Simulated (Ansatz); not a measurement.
A geometry of Ru away from equilibrium: step 2 of the relaxation of a relaxed Ru cell displaced along its unstable phonon at q = (½, ½, 0) of its primitive reciprocal cell (265i cm⁻¹), largest move 0.15 Å. All values below come from r2SCAN (plane waves to 500 eV, PAW, scalar-relativistic; Ansatz, a quantum-chemistry and plane-wave program). Γ-centred k-mesh 15×15×15 on the run's cell (coarser than for final values), Fermi–Dirac smearing 0.05 eV. The plane waves were selected for a different cell earlier on the path.

```yaml
crystal:
  lattice:
    - [-3.12975, 3.12975, 2.71894]
    - [0.00000, 0.00000, 2.71894]
    - [1.60584, 1.60584, -1.35947]
  atoms:
    - { symbol: Ru, position: [0.00000, 0.42371, 0.84743] }
    - { symbol: Ru, position: [0.50000, 0.57629, 0.15257] }
```

Question: Give the Cartesian forces on all atoms (eV/Å).

Answer: 
```json
[
 {"atom": "Ru1", "Fx": "-0.23", "Fy": "-0.23", "Fz": "0.00"},
 {"atom": "Ru2", "Fx": "0.23", "Fy": "0.23", "Fz": "0.00"}
]
```

The path ends in P6₃/mmc (No. 194) (hcp (Mg type)). No spin polarisation in the result.

The run could not lose the symmetry of its start.

Of the parent cell (I4/mmm (No. 139)): it is a generated cell of Ru: the first start was made by placing the elements on the sites of a structure type, and the end was not matched to a known phase here, so it may be hypothetical. Known forms of Ru include space group No. 194.
